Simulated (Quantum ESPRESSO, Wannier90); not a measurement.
# RbH2N (P2₁/m), plane waves to Wannier functions

```xyz
8
Lattice="4.8411 0.0000 0.0000 0.0000 3.9473 0.0000 -0.9943 0.0000 6.3346" Properties=species:S:1:pos:R:3 pbc="T T T"
Rb     0.6878     0.9868     1.9093
Rb    -0.6878    -0.9868    -1.9093
H      1.7582     1.7774    -0.8267
H     -1.7582    -1.7774     0.8267
H     -1.7582    -0.1962     0.8267
H      1.7582     0.1962    -0.8267
N      1.6329     0.9868    -1.4690
N     -1.6329    -0.9868     1.4690
```

Structure: Materials Project mp-697144, symmetrised, not relaxed again. Not found in the COD (Crystallography Open Database) copy used; not checked further. Computed values, not measurements, from LDA: Quantum ESPRESSO (norm-conserving PseudoDojo potentials, cutoff 68 Ry, no spin polarisation, no spin-orbit coupling) on a Γ-centred 6×8×6 mesh, then Wannier90. Density: 6×8×6 mesh, cold smearing 0.01 Ry.

Bands 3-4 form an isolated set from -14.76 to -14.34 eV relative to the valence-band maximum (on the path) and are turned into 2 Wannier functions by minimising the spread from the start: atomic waves N 2s.

Where do the functions sit, how wide are they and what are they made of?


```
functions  spread (Å²)  nearest atom, distance (Å)  second atom, distance (Å)          weight on atomic waves
---------  -----------  --------------------------  -------------------------  ------------------------------
2                 0.83                      N 0.28                     H 0.87  N 2s 57 %, H 1s 34 %, N 2p 4 %
```

Ω_I = 1.66 Å², Ω_total = 1.66 Å²; the interpolated bands follow pw.x to 0.0 meV rms on the path. Only this start was tried; a symmetric start can stop on a saddle, and mixtures of these functions could lower the total by at most Ω_total − Ω_I.
